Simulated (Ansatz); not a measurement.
Start of a relaxation of Ga2GeSe3:

```
Ga Ge Se
1.0
     3.89804    0.00000    0.00000
     0.00000    3.89804    0.00000
     0.00000    0.00000    8.46967
Ga Ge Se
2 1 3
Direct
  0.50000 0.00000 0.26261
  0.00000 0.50000 0.73739
  0.00000 0.00000 0.00000
  0.50000 0.00000 0.62505
  0.00000 0.50000 0.37495
  0.50000 0.50000 0.00000
```

Theory: DFT PBE, scalar-relativistic, plane waves, PAW (Ansatz). Cutoff 420 eV, Gaussian smearing, Γ-centred meshes. Cell and atoms relax first on a coarse mesh and then on a finer one. In between, the cell is made exact in the group found at 0.06 Å. In metals the finer mesh still leaves noise of several meV/atom or more. The steps can't lower the symmetry of their start. No spin polarisation.

A guess keeps its type if space group and coordination stay and the shape of the cell changes little (axis ratios within about 15 %, angles within 6°); the volume may change.

Q: Does it keep its structure type, or change into something else?

A: It doesn't keep its type. The symmetry stays P-4m2 (No. 115). The volume per atom grows by 18.3 %, from 21.4 to 25.4 Å³. The shortest distance goes from 2.76 Å (Ge–Se) to 2.66 Å (Ga–Se). The ratio c/a of the conventional cell changes by a factor of 1.25. Counting neighbours within 15 % of an atom's shortest distance, the start has Ga 9, Ge 8, Se 5/8 and the end Ga 5, Ge 4, Se 4/5. In detail, at the end Ga is surrounded by 5 Se at 2.66–2.73 Å; Ge is surrounded by 4 Se at 2.71 Å; Se on a site of symmetry 2mm has 5 Ga at 2.66–2.73 Å; 1 more site not described.

```
Ga Ge Se
1.0
     3.82720    0.00000    0.00000
     0.00000    3.82720    0.00000
     0.00000    0.00000   10.39465
Ga Ge Se
2 1 3
Direct
  0.50000 0.00000 0.39021
  0.00000 0.50000 0.60979
  0.00000 0.00000 0.00000
  0.50000 0.00000 0.64580
  0.00000 0.50000 0.35420
  0.50000 0.50000 0.00000
```

The last run used a 10×10×4 mesh (in the run's order of axes) for its 6-atom cell and Gaussian smearing of 0.10 eV. Weakly bound directions are ill-defined at this level, which has no dispersion term. Symmetry constrained the relaxation, so the result can be a saddle point.

In counts of neighbours, a slash parts the counts of unlike sites.
